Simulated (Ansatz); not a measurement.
The cell is a measured one (Crystallography Open Database entry 9009654); the temperature and pressure of the measurement aren't taken into account, and nothing was relaxed. The listed cell was then made from it by scaling, straining or moving an atom.

Sb: DFT, PBEsol, all-electron LAPW, scalar-relativistic (Ansatz 0.2.0). What sets it apart from a plain run of this crystal: volume scaled by 1.05.

Command: `ansatz run input.yaml --threads 1 --pin off --max-ram 3072MiB --backend cpu --events-out ev --progress --plain --runs-dir out` The run took 20 s on 1 thread of Arm Neoverse V2 (shared host), peak memory 0.43 GiB.

```yaml
crystal:
  lattice:
    - [2.1858623424, 1.2620082118, 3.8053879599]
    - [-2.1858623424, 1.2620082118, 3.8053879599]
    - [0.0, -2.5240164235, 3.8053879599]
  atoms:
    - { symbol: Sb, position: [0.23364, 0.23364, 0.23364] }
    - { symbol: Sb, position: [0.76636, 0.76636, 0.76636] }
kpoints:
  mp_grid: { grid: [9, 9, 9] }
scf:
  occupations: { method: fermi_dirac, width: 0.05 }
hamiltonian:
  xc: pbesol
  pseudopotentials: { kind: all_electron, lapw: { basis_error: 0.0005 } }
output:
  forces: true
  stress: true
  eigenvalues: true
```

Output (standing set-up lines are left out):

```
LAPW: plane waves up to 7.927 Å⁻¹, error target 5.0e-4 eV per atom; small_component_spin mean_spin; Sb in spheres of 1.476 Å, 23 of its electrons in bands, Dirac shells []
Crystal: 2 atoms, lattice volume = 62.985 Å³
Basis set: ecut = 239.41607535947387 eV, 543 PW (Γ), exchange–correlation at level 2
Space group: R-3m (ITA 166), of the structure as read, at distance tolerance 4.0e-5 Å
iter 1 solved again at ethr=1.41e-4 eV; its pass at ethr=1.00e-1 eV (dr2=6.47e-2 eV) is discarded
SCF iter   1: F=—  HF=-352583.624788 eV  |F-HF|=—  |Δ(HF+E_count)|=         —  Δρ=1.16e-2  dr2=6.56e-2  ethr=1.41e-4  ⟨swp⟩=3.0  Hψ=15800  notcnv=0
preconditioner: auto → none  [insulator: Δε(μ)=0.148 eV  Ē_g=9.257 eV  σ=0.050 eV  W_gap=0.62  n_scr=14 (ndim 8)  ℏωp=14.8 eV  f_vac=0.026  D(μ)=0.14/eV (n_scr^D=0)  ε∞_Penn≈3.6]
SCF iter   2: F=—  HF=-352583.612590 eV  |F-HF|=—  |Δ(HF+E_count)|=   1.22e-2  Δρ=5.56e-3  dr2=1.55e-2  ethr=1.41e-4  ⟨swp⟩=2.0  Hψ=7068  notcnv=0
iter 3 solved again at ethr=2.78e-7 eV; its pass at ethr=3.38e-5 eV (dr2=1.28e-4 eV) is discarded
SCF iter   3: F=—  HF=-352583.611269 eV  |F-HF|=—  |Δ(HF+E_count)|=   1.32e-3  Δρ=4.46e-4  dr2=1.28e-4  ethr=2.78e-7  ⟨swp⟩=2.0  Hψ=11931  notcnv=0
SCF iter   4: F=—  HF=-352583.610836 eV  |F-HF|=—  |Δ(HF+E_count)|=         —  Δρ=8.18e-5  dr2=3.32e-6  ethr=2.78e-7  ⟨swp⟩=2.4  Hψ=7111  notcnv=0
the basis was enlarged: its passes take 323.1 KiB over the memory plan, 1 of 1 planned eigensolver slots
SCF iter   5: F=—  HF=-352583.610835 eV  |F-HF|=—  |Δ(HF+E_count)|=   9.78e-7  Δρ=4.14e-5  dr2=2.04e-6  ethr=7.22e-9  ⟨swp⟩=3.0  Hψ=7246  notcnv=0
SCF iter   6: F=-352583.610834 eV  HF=-352583.610834 eV  |F-HF|=4.02e-9  |Δ(HF+E_count)|=   1.19e-6  Δρ=6.31e-6  dr2=3.49e-8  ethr=4.44e-9  ⟨swp⟩=2.6  Hψ=7135  notcnv=0
SCF 1 converged in 6 iterations: F = -352583.610834 eV  dr2 = 3.49e-8
SCF converged after 6 iterations
Free energy (F): -352583.610834 eV
Harris-Foulkes:  -352583.610834 eV  (|F-HF|=4.02e-9)
Internal energy: -352583.609579 eV  (E = F + TS)
E sigma→0 (E₀):  -352583.610206 eV
Entropy (-TS):   -0.001256 eV (-0.628 meV/atom)
Fermi energy:    11.772748 eV
--- Per-component energies (eV) ---
  E_band       = -1836.870591
  E_kinetic    = 371550.020005
  E_xc         = -9131.791596
  E_electrostatic = -715001.837987  (all electrons and nuclei)
  E_smearing   = -0.001256  (= −TS)
  E_closure    = 0.000000  (closes the sum)
  E_atoms      = -352574.528891  (free atoms, spherical and without spin; not in F)
  Σ components = -352583.610834   (vs F -352583.610834, Δ=0.00e0)
  Basis errors (estimates in eV, not in F): energy 2.0e-4 per atom: plane waves 1.8e-4 (1.0e-4 summed), levels above the bands 7.4e-48, relativity 2.4e-9, radial functions 1.9e-5, core shells 2.6e-9; eigenvalues (radial functions only) 2.4e-7; not estimated: angular momenta, meshes, grids; target (lapw.basis_error) 5.0e-4; muffin-tin radii Sb 1.476 Å
--- Forces (eV/Å), atoms counted from 1 ---
  atom   1  Sb     0.00000000    -0.00000000    -0.09215031
  atom   2  Sb    -0.00000000     0.00000000     0.09215031
  max |Σ_I F_I| component: 4.63e-18 eV/Å
--- Stress (GPa, compression-positive) ---
       -2.188683       0.000000      -0.000000
        0.000000      -2.188683       0.000000
       -0.000000       0.000000      -2.172115
  P = ⅓ Tr σ = -2.1832 GPa (-21.832 kbar)
--- Band table (eV; the first three rows and the last of 85) ---
  k-point 0: bands = ["-132.4088", "-132.4083", "-85.4398", "-85.4398", "-85.4364", "-85.4364", "-85.4246", "-85.4220", "-17.4650", "-17.4650", "-17.3869", "-17.3869", "-17.3663", "-17.2889", "-17.2889", "-17.2844", "-17.2176", "-17.2176", "-0.5759", "6.7812", "9.8888", "10.1252", "10.1252", "13.8979", "14.4614", "14.4614", "16.9752", "16.9752"]
  k-point 1: bands = ["-132.4088", "-132.4083", "-85.4398", "-85.4397", "-85.4365", "-85.4364", "-85.4245", "-85.4221", "-17.4607", "-17.4588", "-17.3849", "-17.3834", "-17.3637", "-17.2917", "-17.2908", "-17.2870", "-17.2238", "-17.2222", "-0.4455", "6.2754", "9.9255", "10.0967", "10.2926", "13.8032", "14.0987", "14.1518", "16.4904", "16.8873"]
  k-point 2: bands = ["-132.4087", "-132.4083", "-85.4398", "-85.4395", "-85.4368", "-85.4364", "-85.4242", "-85.4222", "-17.4489", "-17.4409", "-17.3795", "-17.3735", "-17.3559", "-17.2998", "-17.2991", "-17.2921", "-17.2410", "-17.2346", "-0.0574", "5.1520", "9.9366", "10.0419", "10.6460", "13.2228", "13.3785", "13.4556", "16.5885", "17.1962"]
  k-point 84: bands = ["-132.4088", "-132.4083", "-85.4396", "-85.4396", "-85.4367", "-85.4366", "-85.4241", "-85.4224", "-17.4231", "-17.4220", "-17.3711", "-17.3694", "-17.3490", "-17.3017", "-17.3012", "-17.2996", "-17.2640", "-17.2629", "0.9865", "3.0679", "9.1528", "10.1853", "11.1088", "12.5248", "12.6082", "14.1389", "18.2078", "19.5953"]
```
